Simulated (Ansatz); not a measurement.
Theory: DFT PBE, scalar-relativistic, plane waves, PAW in Ansatz 0.2.0. Settings: cutoff 420 eV, Γ-centred meshes spaced at most about 0.3 Å⁻¹, and about 0.25 Å⁻¹ or finer for metals (2π included), Gaussian smearing. Collinear spin in cells that started with moments and kept them past the coarse steps, no spin elsewhere.

These are static total energies at zero pressure.

Two relaxed structures of Zn5O:

A. (site moments under 0.1 μB)

```xyz
6
Lattice="0.0000 3.5481 3.5481 3.5481 0.0000 3.5481 3.5481 3.5481 0.0000" Properties=species:S:1:pos:R:3 pbc="T T T"
Zn    4.4353    2.6609    4.4353
Zn    4.4353    4.4353    2.6609
Zn    2.6609    2.6609    2.6609
Zn    2.6609    4.4353    4.4353
Zn    5.3221    5.3221    5.3221
O     0.0000    0.0000    0.0000
```

B. (no spin)

```xyz
6
Lattice="5.0640 0.0000 0.0000 -2.5320 4.3855 0.0000 0.0000 0.0000 6.0215" Properties=species:S:1:pos:R:3 pbc="T T T"
Zn    0.0000    0.0000    4.2334
Zn    2.5320    0.0000    3.0108
Zn   -1.2660    2.1928    3.0108
Zn    1.2660    2.1928    3.0108
Zn    0.0000    0.0000    1.7881
O     0.0000    0.0000    0.0000
```

**Question.** Which would you expect to be lower, and how large is the difference?

**Answer.** B is lower, by 295 meV/atom. A has space group F-43m (No. 216), 14.9 Å³/atom and no gap on its mesh; B has space group P6/mmm (No. 191), 22.3 Å³/atom and no gap. Counting Zn atoms around O (those within 1.25 times the shortest such distance or 1.15 times the sum of covalent radii, 1.27 where that leaves under three; the shortest distance is added where it exceeds 1.18 times the sum of covalent radii), A has O 16 from 2.9 Å and B has O 2. The lower one is the more open, so pressure narrows the difference. Both come from invented guesses. A third cell relaxed alike, in P-6m2, lies 231 meV/atom below the lower of the two.

Cells relaxed within their symmetry can be saddle points.
